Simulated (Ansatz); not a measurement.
A geometry of Ta away from equilibrium: step 4 of the relaxation of a relaxed Ta cell displaced along its unstable phonon at q = (0, 0, ½) of its primitive reciprocal cell (50i cm⁻¹), largest move 0.15 Å. All values below come from PBEsol (plane waves to 420 eV, PAW, scalar-relativistic; Ansatz, a quantum-chemistry and plane-wave program). Γ-centred k-mesh 13×13×2 on the run's cell (coarser than for final values), Fermi–Dirac smearing 0.05 eV.

```yaml
crystal:
  lattice:
    - [2.93967, 0.00000, 0.00000]
    - [-1.46983, 2.49053, 0.01425]
    - [0.00000, 0.11267, 19.66337]
  atoms:
    - { symbol: Ta, position: [0.03516, 0.07033, 0.99579] }
    - { symbol: Ta, position: [0.96538, 0.93077, 0.50420] }
    - { symbol: Ta, position: [0.99978, 0.99956, 0.24999] }
    - { symbol: Ta, position: [0.00026, 0.00052, 0.75005] }
    - { symbol: Ta, position: [0.29012, 0.58025, 0.12394] }
    - { symbol: Ta, position: [0.46904, 0.93808, 0.62569] }
    - { symbol: Ta, position: [0.71025, 0.42049, 0.37605] }
    - { symbol: Ta, position: [0.53000, 0.06000, 0.87430] }
```

Give the Cartesian forces on all atoms (eV/Å).


```
atom    Fx     Fy     Fz
----  ----  -----  -----
Ta1   0.00  -0.05   0.33
Ta2   0.00   0.04  -0.33
Ta3   0.00   0.00   0.00
Ta4   0.00  -0.01  -0.01
Ta5   0.00  -0.07  -0.23
Ta6   0.00   0.15   0.37
Ta7   0.00   0.07   0.22
Ta8   0.00  -0.13  -0.36
```

What is the pressure?

+0.7 GPa, compression positive.

How much energy per atom can still be gained by relaxing?

0.19 eV/atom; the path ends in Im-3m (No. 229) (bcc (W type)).

No spin polarisation in the result.

The run could not lose the symmetry of its start.

Of the parent cell (P6₃/mmc (No. 194)): it is a generated cell of Ta: the first start was made by placing the elements on the sites of a structure type, and the end was not matched to a known phase here, so it may be hypothetical. Known forms of Ta include space group No. 229.
